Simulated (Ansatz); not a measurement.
Li:
```cif
data_Li8
_chemical_formula_sum 'Li8'
_space_group_name_H-M_alt 'P 1'
_space_group_IT_number 1
_cell_length_a 6.02075
_cell_length_b 6.02075
_cell_length_c 6.02075
_cell_angle_alpha 109.471
_cell_angle_beta 109.471
_cell_angle_gamma 109.471
loop_
_space_group_symop_operation_xyz
  'x, y, z'
loop_
_atom_site_label
_atom_site_type_symbol
_atom_site_fract_x
_atom_site_fract_y
_atom_site_fract_z
_atom_site_occupancy
Li1 Li 0.00011 0.50000 0.00000 1
Li2 Li 0.50000 0.00000 0.50011 1
Li3 Li 0.00000 0.00011 0.50000 1
Li4 Li 0.99989 0.99989 0.99989 1
Li5 Li 0.49989 0.49989 0.49989 1
Li6 Li 0.00000 0.50011 0.50000 1
Li7 Li 0.50000 0.00000 0.00011 1
Li8 Li 0.50011 0.50000 0.00000 1
```

This is the r²SCAN-relaxed structure.

**Question.** All from plane-wave PAW r²SCAN (Ansatz code), unless another level is named. Give the bulk modulus (Birch–Murnaghan fit).

**Answer.** 13.1 GPa.

**Question.** Predict the highest zone-centre frequency.

**Answer.** 41.2 meV.

Space group Im-3m (bcc (W type)). Symmetry was held in the r²SCAN relaxation.

Potentials: the earlier of the program's two PAW sets. The files were generated under PBE; for other functionals the program regenerates the frozen cores, and for LDA and PBEsol the local potential too.
